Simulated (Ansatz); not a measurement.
Input for Ansatz (plane-wave DFT, PAW):

```yaml
crystal:
  lattice:
    - [3.8355212684, 0.0, 0.0]
    - [0.0, 3.8355212684, 0.0]
    - [0.0, 0.0, 26.1109719487]
  atoms:
    - { symbol: "Y", position: [0.5, 0.5, 0.2872355734] }
    - { symbol: O, position: [0.5, 0.0, 0.3291876877] }
    - { symbol: O, position: [0.0, 0.5, 0.3291876877] }
    - { symbol: "Y", position: [0.0, 0.0, 0.3711398019] }
    - { symbol: Bi, position: [0.5, 0.5, 0.4570466006] }
    - { symbol: "Y", position: [0.0, 0.0, 0.5429533994] }
    - { symbol: O, position: [0.0, 0.5, 0.5849055136] }
    - { symbol: O, position: [0.5, 0.0, 0.5849055136] }
    - { symbol: "Y", position: [0.5, 0.5, 0.6268576279] }
    - { symbol: Bi, position: [0.0, 0.0, 0.7127644266] }
basis:
  ecutwfc: 420
kpoints:
  mp_grid: { grid: [1, 9, 1] }
hamiltonian:
  xc: pbesol
scf:
  occupations: { method: gaussian, width: 0.1 }
output:
  forces: true
  stress: true
  eigenvalues: true
efield:
  axis: 3
  dipole_correction: true
  ramp_width: 0.04
```

Run as
```bash
ansatz run input.yaml --threads 1 --pin off --max-ram 3072MiB --backend cpu --events-out ev --progress --plain --runs-dir out
```

Theory: DFT PBEsol, scalar-relativistic, plane waves, PAW (Ansatz 0.2.0).

Part of what the program printed, abridged:

```
Warning: crystal.symmetry: narrowed to the stabiliser of the k-point mesh — unitary ops 8 → 4; excluded 4 operations that carry a point of the 1×9×1 mesh (shift [0, 0, 0]) off the mesh (the run samples exactly the mesh kpoints.mp_grid names, as under crystal.symmetry.detect: false, and its converged state has the mesh's symmetry, not the crystal's; ε∞, the Born charges and the force constants of a linear response (`dielectric:` by the response, `phonons.method: dfpt`) are averaged over those of the crystal's operations that the state keeps within a tolerance, where `mesh_tensors`, `unaveraged_element` or `gamma_mean_max_change_ev_ang2` stands beside them; a row that `dielectric.field_directi ...
Pseudopotentials: kind: paw
Pseudopotential: Y, paw, valence charge 11, recommended cutoff 420 eV (normal)
Pseudopotential: O, paw, valence charge 6, recommended cutoff 420 eV (normal)
Pseudopotential: Bi, paw, valence charge 15, recommended cutoff 420 eV (normal)
Functional definition: PBEsol
Crystal: 10 atoms, lattice volume = 384.124 Å³
Basis set: ecut = 420 eV, 7543 PW (Γ), exchange–correlation on 54×54×360 points (8 copies of the dense FFT grid, shifted against one another)
Bands: 59, of which v1, the nominal top of the filled ones, is band 49 counted from 1 (48 counted from 0)
Symmetry: 4 space group operations
k-points: 5 of 9
Initial density: superposition of atomic densities (neutral atoms: chi_scale 0, normalization atom), corrected by the library's trained network
Initial wavefunctions: pseudopotential atomic-orbital guess
Functional: x = pbesol(κ = 0.804, μ = 0.12345679), c = pbesol(β = 0.046)
SCF iter   1: F=—  HF=-41923.986489 eV  |F-HF|=—  |Δ(HF+E_count)|=         —  Δρ=2.07e-2  dr2=2.97e1  ethr=1.77e-3  p=-0.177 e·Å  D=-8.36e-2 V/Å  ΔV_dip=2.18 eV  dr2_dipole=2.75e1  V_vac-E_F(+/−)=4.85/2.67 eV  ⟨swp⟩=8.6  Hψ=1448  notcnv=0
efield: sawtooth ramp at fractional position 0.9800 (placed from the atoms, in the widest stretch of the axis that holds none; the zero of the levels goes with the place), width 0.0400; the density the first Hamiltonian is built on has a dipole p = -0.177 e·Å; the dipole correction subtracts the counter field D = -8.36e-2 V/Å, which shifts the + side's vacuum level by +2.18 eV against the − side's; the planar-averaged density in the ramp window peaks in size at 5.3e-5 e/Å³
SCF iter   2: F=—  HF=-41929.523811 eV  |F-HF|=—  |Δ(HF+E_count)|=    5.54e0  Δρ=3.86e-2  dr2=1.07e2  ethr=1.77e-3  p=0.561 e·Å  D=2.64e-1 V/Å  ΔV_dip=-6.90 eV  dr2_dipole=9.22e1  V_vac-E_F(+/−)=3.59/10.49 eV  ⟨swp⟩=8.0  Hψ=858  notcnv=0  defer=16  recentre
SCF iter   3: F=—  HF=-41924.117037 eV  |F-HF|=—  |Δ(HF+E_count)|=    5.41e0  Δρ=1.70e-2  dr2=2.96e1  ethr=1.77e-3  p=0.167 e·Å  D=7.87e-2 V/Å  ΔV_dip=-2.05 eV  dr2_dipole=4.07e0  V_vac-E_F(+/−)=4.22/6.28 eV  ⟨swp⟩=5.0  Hψ=551  notcnv=0  defer=19
SCF iter   4: F=—  HF=-41923.069238 eV  |F-HF|=—  |Δ(HF+E_count)|=    1.05e0  Δρ=1.44e-2  dr2=1.88e1  ethr=1.77e-3  p=0.115 e·Å  D=5.43e-2 V/Å  ΔV_dip=-1.42 eV  dr2_dipole=2.02e0  V_vac-E_F(+/−)=4.27/5.69 eV  ⟨swp⟩=3.2  Hψ=411  notcnv=0  defer=21
SCF iter   5: F=—  HF=-41922.322281 eV  |F-HF|=—  |Δ(HF+E_count)|=   7.47e-1  Δρ=5.19e-3  dr2=1.33e0  ethr=1.77e-3  p=0.047 e·Å  D=2.19e-2 V/Å  ΔV_dip=-0.57 eV  dr2_dipole=1.98e-3  V_vac-E_F(+/−)=4.29/4.86 eV  ⟨swp⟩=4.0  Hψ=576  notcnv=0  defer=20
SCF iter   6: F=—  HF=-41922.330778 eV  |F-HF|=—  |Δ(HF+E_count)|=   8.50e-3  Δρ=6.67e-3  dr2=4.35e0  ethr=1.35e-3  p=0.041 e·Å  D=1.95e-2 V/Å  ΔV_dip=-0.51 eV  dr2_dipole=1.20e0  V_vac-E_F(+/−)=4.23/4.75 eV  ⟨swp⟩=3.4  Hψ=339  notcnv=0  defer=18  recentre
SCF iter   7: F=—  HF=-41922.334482 eV  |F-HF|=—  |Δ(HF+E_count)|=   3.70e-3  Δρ=4.89e-3  dr2=3.24e0  ethr=1.35e-3  p=0.010 e·Å  D=4.69e-3 V/Å  ΔV_dip=-0.12 eV  dr2_dipole=2.95e0  V_vac-E_F(+/−)=4.44/4.56 eV  ⟨swp⟩=3.0  Hψ=360  notcnv=0  defer=9
SCF iter   8: F=—  HF=-41922.289542 eV  |F-HF|=—  |Δ(HF+E_count)|=   4.49e-2  Δρ=2.66e-3  dr2=7.03e-1  ethr=1.35e-3  p=0.038 e·Å  D=1.81e-2 V/Å  ΔV_dip=-0.47 eV  dr2_dipole=5.40e-1  V_vac-E_F(+/−)=4.38/4.85 eV  ⟨swp⟩=1.0  Hψ=297  notcnv=0  defer=9
SCF iter   9: F=—  HF=-41922.283843 eV  |F-HF|=—  |Δ(HF+E_count)|=   5.70e-3  Δρ=1.89e-3  dr2=3.65e-1  ethr=7.17e-4  p=0.048 e·Å  D=2.25e-2 V/Å  ΔV_dip=-0.59 eV  dr2_dipole=9.80e-2  V_vac-E_F(+/−)=4.37/4.96 eV  ⟨swp⟩=1.0  Hψ=307  notcnv=0  defer=9
SCF iter  10: F=—  HF=-41922.276668 eV  |F-HF|=—  |Δ(HF+E_count)|=   7.17e-3  Δρ=8.70e-4  dr2=4.49e-2  ethr=3.72e-4  p=0.045 e·Å  D=2.14e-2 V/Å  ΔV_dip=-0.56 eV  dr2_dipole=4.15e-2  V_vac-E_F(+/−)=4.36/4.92 eV  ⟨swp⟩=1.4  Hψ=287  notcnv=0  defer=9
SCF iter  11: F=—  HF=-41922.275180 eV  |F-HF|=—  |Δ(HF+E_count)|=   1.49e-3  Δρ=2.54e-4  dr2=3.93e-3  ethr=4.58e-5  p=0.049 e·Å  D=2.31e-2 V/Å  ΔV_dip=-0.60 eV  dr2_dipole=2.80e-3  V_vac-E_F(+/−)=4.35/4.95 eV  ⟨swp⟩=2.0  Hψ=376  notcnv=0  defer=9
SCF iter  12: F=—  HF=-41922.275082 eV  |F-HF|=—  |Δ(HF+E_count)|=   9.83e-5  Δρ=1.09e-4  dr2=9.17e-4  ethr=4.01e-6  p=0.049 e·Å  D=2.31e-2 V/Å  ΔV_dip=-0.60 eV  dr2_dipole=1.64e-5  V_vac-E_F(+/−)=4.35/4.95 eV  ⟨swp⟩=2.0  Hψ=334  notcnv=0  defer=9
SCF iter  13: F=—  HF=-41922.275068 eV  |F-HF|=—  |Δ(HF+E_count)|=   1.39e-5  Δρ=3.46e-5  dr2=3.18e-5  ethr=9.36e-7  p=0.049 e·Å  D=2.31e-2 V/Å  ΔV_dip=-0.60 eV  dr2_dipole=2.34e-5  V_vac-E_F(+/−)=4.35/4.95 eV  ⟨swp⟩=1.8  Hψ=298  notcnv=0  defer=9
SCF iter  14: F=—  HF=-41922.274541 eV  |F-HF|=—  |Δ(HF+E_count)|=   5.27e-4  Δρ=1.07e-5  dr2=3.13e-6  ethr=3.24e-8  p=0.049 e·Å  D=2.32e-2 V/Å  ΔV_dip=-0.60 eV  dr2_dipole=8.00e-7  V_vac-E_F(+/−)=4.35/4.95 eV  ⟨swp⟩=2.0  Hψ=456  notcnv=0  defer=9
SCF iter  15: F=—  HF=-41922.274541 eV  |F-HF|=—  |Δ(HF+E_count)|=   1.21e-7  Δρ=7.30e-6  dr2=2.72e-6  ethr=3.19e-9  p=0.049 e·Å  D=2.32e-2 V/Å  ΔV_dip=-0.61 eV  dr2_dipole=1.12e-6  V_vac-E_F(+/−)=4.35/4.95 eV  ⟨swp⟩=1.8  Hψ=324  notcnv=0  defer=9
SCF iter  16: F=—  HF=-41922.274541 eV  |F-HF|=—  |Δ(HF+E_count)|=   2.66e-8  Δρ=5.17e-6  dr2=7.79e-7  ethr=2.77e-9  p=0.049 e·Å  D=2.32e-2 V/Å  ΔV_dip=-0.61 eV  dr2_dipole=6.00e-8  V_vac-E_F(+/−)=4.35/4.95 eV  ⟨swp⟩=1.0  Hψ=281  notcnv=0  defer=9
SCF iter  17: F=—  HF=-41922.274541 eV  |F-HF|=—  |Δ(HF+E_count)|=   9.14e-9  Δρ=2.09e-6  dr2=1.89e-7  ethr=7.95e-10  p=0.049 e·Å  D=2.33e-2 V/Å  ΔV_dip=-0.61 eV  dr2_dipole=2.56e-9  V_vac-E_F(+/−)=4.35/4.95 eV  ⟨swp⟩=1.6  Hψ=314  notcnv=0  defer=9
SCF iter  18: F=-41922.274541 eV  HF=-41922.274541 eV  |F-HF|=1.71e-8  |Δ(HF+E_count)|=   2.77e-9  Δρ=1.16e-6  dr2=1.42e-8  ethr=1.02e-10  p=0.049 e·Å  D=2.33e-2 V/Å  ΔV_dip=-0.61 eV  dr2_dipole=5.57e-9  V_vac-E_F(+/−)=4.35/4.95 eV  ⟨swp⟩=20.4  Hψ=1379  notcnv=0
SCF 1 converged in 18 iterations: F = -41922.274541 eV  dr2 = 1.42e-8
SCF converged after 18 iterations
Free energy (F): -41922.274541 eV
Harris-Foulkes:  -41922.274541 eV  (|F-HF|=1.71e-8)
Internal energy: -41922.234422 eV  (E = F + TS)
E sigma→0 (E₀):  -41922.254481 eV
Entropy (-TS):   -0.040119 eV (-4.012 meV/atom)
Fermi energy:    4.089497 eV
Dipole field:    D = 0.023196 V/Å  (p = 0.049241 e·Å, saw-weighted, corrected)
Work function:   Φ+ = 4.3472 eV   Φ− = 4.9528 eV
Levels:          The Fermi level and band energies are counted from a zero that moves with the ramp; work functions are not
--- Per-component energies (eV) ---
  E_band       = -1346.803349
  E_kinetic    = 2531.679107
  E_local      = -71041.101238  (includes V_loc(G=0)·N_el)
  E_nonlocal   = 1519.523318
  E_hartree    = 34020.215253
  E_xc         = -1280.996896
  E_vxc        = -1458.461396  (∫ρ·V_xc dr)
  E_paw        = -32724.884996  (= ΣΔE_a)
  E_vpaw       = -939.112652  (= ΣTr[D̂ρ^β])
  E_aug_tail   = 0.008832  (compensation charges beyond the density's cutoff)
  E_efield     = 0.000571  (sawtooth field / dipole correction)
  E_vefield    = 0.227461  (∫n·V_field dr)
  E_ewald      = 25052.405880
  E_core_change = 0.915747  (= ΣΔE_core)
  E_smearing   = -0.040119  (= −TS)
--- Forces (eV/Å), atoms counted from 1 ---
  atom   1  Y      0.00000000     0.00000000     0.37779514
  atom   2  O      0.00000000     0.00000000     0.24314738
  atom   3  O      0.00000000     0.00000000    -0.62303644
  atom   4  Y      0.00000000     0.00000000    -0.28475024
  atom   5  Bi     0.00000000     0.00000000    -0.01274509
  atom   6  Y      0.00000000     0.00000000     0.65436991
  atom   7  O      0.00000000     0.00000000     0.42386431
  atom   8  O      0.00000000     0.00000000    -0.68846897
  atom   9  Y      0.00000000     0.00000000    -1.40024531
  atom  10  Bi     0.00000000     0.00000000     1.31009752
--- Stress (GPa, compression-positive) ---
       -9.877214       0.000000       0.000000
        0.000000       4.510748       0.000000
        0.000000       0.000000       1.398705
  P = ⅓ Tr σ = -1.3226 GPa (-13.226 kbar)
--- Band table (eV; the first three rows and the last of 5) ---
  k-point 0: bands = ["-39.6470", "-39.2848", "-39.1469", "-39.0259", "-20.4269", "-20.0807", "-19.9392", "-19.7933", "-19.7551", "-19.7277", "-19.7043", "-19.4092", "-19.3869", "-19.3824", "-19.3659", "-19.3361", "-19.3260", "-19.2986", "-19.2121", "-19.1021", "-19.0756", "-19.0674", "-19.0396", "-18.9961", "-18.9808", "-18.9450", "-15.7731", "-15.4722", "-15.2892", "-14.9882", "-8.0424", "-7.9825", "-3.2409", "-2.9082", "-2.7634", "-2.7449", "-2.4709", "-2.4542", "-2.4403", "-2.1895", "-0.6165", "-0.5811", "-0.3462", "-0.2951", "0.7634", "1.6759", "3.6047", "3.8231", "3.9842", "4.0808", "4.3809", "5.1539", "5.8470", "5.8504", "6.0815", "6.0824", "6.1434", "6.4885", "6.5693"]
  k-point 1: bands = ["-39.6444", "-39.2836", "-39.1426", "-39.0264", "-20.4469", "-20.0993", "-19.9379", "-19.8758", "-19.7574", "-19.7266", "-19.6963", "-19.4766", "-19.4131", "-19.3818", "-19.3682", "-19.3604", "-19.3251", "-19.2925", "-19.2105", "-19.1039", "-19.0971", "-19.0682", "-19.0381", "-19.0016", "-18.9747", "-18.9468", "-15.6801", "-15.3773", "-15.2393", "-14.9360", "-7.9758", "-7.9169", "-3.1314", "-2.8047", "-2.7341", "-2.7004", "-2.4417", "-2.4244", "-2.3964", "-2.1605", "-0.7508", "-0.6500", "-0.4801", "-0.3752", "0.9668", "1.7524", "2.8955", "3.3859", "3.7371", "3.8809", "4.1425", "5.5997", "5.9521", "6.0905", "6.1598", "6.1904", "6.4031", "6.5369", "6.7441"]
  k-point 2: bands = ["-39.6378", "-39.2807", "-39.1314", "-39.0279", "-20.5015", "-20.1496", "-20.0770", "-19.9343", "-19.7631", "-19.7242", "-19.6970", "-19.6753", "-19.4656", "-19.3799", "-19.3700", "-19.3574", "-19.3299", "-19.2683", "-19.2071", "-19.1273", "-19.1073", "-19.0722", "-19.0495", "-19.0172", "-18.9600", "-18.9435", "-15.4611", "-15.1547", "-15.1249", "-14.8175", "-7.7944", "-7.7308", "-2.8153", "-2.6425", "-2.5759", "-2.5123", "-2.3508", "-2.3471", "-2.2615", "-2.0864", "-1.0903", "-0.8178", "-0.7906", "-0.4936", "1.2807", "1.4238", "1.9269", "1.9601", "4.0359", "4.0463", "4.3075", "5.7371", "5.9445", "6.1736", "6.2341", "6.3862", "6.4385", "6.5345", "6.8239"]
  k-point 4: bands = ["-39.6254", "-39.2753", "-39.1073", "-39.0338", "-20.5945", "-20.4486", "-20.2128", "-20.1213", "-19.9263", "-19.7731", "-19.7202", "-19.6313", "-19.4955", "-19.3989", "-19.3698", "-19.3498", "-19.3474", "-19.2010", "-19.1923", "-19.1325", "-19.1115", "-19.1031", "-19.0624", "-19.0492", "-18.9438", "-18.9309", "-15.0667", "-14.9815", "-14.7506", "-14.6781", "-7.3855", "-7.2792", "-2.3267", "-2.2540", "-2.2378", "-2.0480", "-1.9825", "-1.9519", "-1.9084", "-1.7218", "-1.6278", "-1.4879", "-1.2698", "-1.0498", "-0.0966", "0.2854", "1.2562", "2.0404", "4.2678", "4.3884", "4.6304", "5.3730", "5.9450", "6.0214", "6.3663", "6.4768", "6.5973", "6.6616", "6.8756"]
```

Self-consistency was reached.

Spin–orbit coupling is left out, which can shift energies with elements as heavy as these.